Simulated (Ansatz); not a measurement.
Input:

ZnIn$_{2}$O$_{4}$:
Space group Fd-3m, origin choice 1 (No. 227); a = b = c = 8.927 Å, α = β = γ = 90.00°

| atom | site | symmetry | x | y | z |
|---|---|---|---|---|---|
| In | 16c | .-3m | 0.1250 | 0.1250 | 0.1250 |
| Zn | 8b | -43m | 0.5000 | 0.5000 | 0.5000 |
| O | 32e | .3m | 0.3690 | 0.3690 | 0.3690 |
(The calculation used a cell of 14 atoms; values per cell refer to that cell.)

This is the r²SCAN-relaxed structure.

Question: All from r²SCAN in the plane-wave PAW code Ansatz, unless another level is named. Estimate the formation energy from the elements (no fitted shifts).

Answer: -1.73 eV/atom.

Question: Next, the band gap?

Answer: 1.92 eV (smallest direct gap 1.93 eV).

Question: Give the electron effective mass.

Answer: 0.21 mₑ (isotropic).

Question: And the HSE06 gap on the r²SCAN cell?

Answer: 2.95 eV.

Question: What about the hole effective mass with spin–orbit coupling?

Answer: 1.2, 1.2, 7.6 mₑ (principal values).

A made-up cell: these elements were put on the sites of a structure type; the Crystallography Open Database copy checked does not list it. Whether it is the stable phase at ambient conditions was not checked. The r²SCAN relaxation kept the symmetry of its start; its stability against distortions is not shown here. The references are the lowest solids computed at this level, not always the standard phases (solids in place of the gases). Spin–orbit coupling is left out wherever it is not named.

Potentials: the earlier of the program's two PAW sets. The files were generated under PBE; for other functionals the program regenerates the frozen cores, and for LDA and PBEsol the local potential too.
